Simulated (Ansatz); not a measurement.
Total density of states per atom from PBEsol in the plane-wave PAW code Ansatz, in 0.25 eV bins, energy from the Fermi level:

```csv
E (eV),states/eV/atom
-7.50,0.00
-7.25,0.02
-7.00,0.04
-6.75,0.06
-6.50,0.08
-6.25,0.10
-6.00,0.12
-5.75,0.15
-5.50,0.36
-5.25,1.12
-5.00,1.75
-4.75,2.34
-4.50,1.97
-4.25,1.61
-4.00,1.37
-3.75,1.59
-3.50,1.54
-3.25,1.70
-3.00,1.82
-2.75,2.63
-2.50,2.71
-2.25,1.58
-2.00,1.57
-1.75,1.65
-1.50,1.93
-1.25,1.87
-1.00,1.59
-0.75,1.52
-0.50,1.64
-0.25,2.23
0.00,2.39
0.25,0.85
0.50,0.23
0.75,0.23
1.00,0.24
1.25,0.24
1.50,0.25
1.75,0.25
2.00,0.25
2.25,0.25
2.50,0.25
2.75,0.25
3.00,0.25
3.25,0.25
3.50,0.25
3.75,0.25
4.00,0.24
4.25,0.24
4.50,0.23
4.75,0.22
```

Problem. Which of these materials gives this?
A) Co, hcp (Mg type)
B) Pd, fcc (Cu type)
C) MgCO3, R-3c (Mg on 6b, C on 6a, O on 18e)
D) Ba2NaReO6, Fm-3m (Na on 4a, Ba on 8c, Re on 4b, O on 24e)

Solution. B, Pd, fcc (Cu type). Within 0.5 eV of the Fermi level: Pd 4d 93 %, outside the projected shells 7 %. Projections are on Löwdin-orthogonalised atomic valence shells; empty p or d shells of many metals are not among them.

The cell was relaxed with PBEsol under the symmetry of its start. The run is not spin-polarised. Spin–orbit coupling is left out wherever it is not named.

Potentials: the later of the program's two PAW sets.
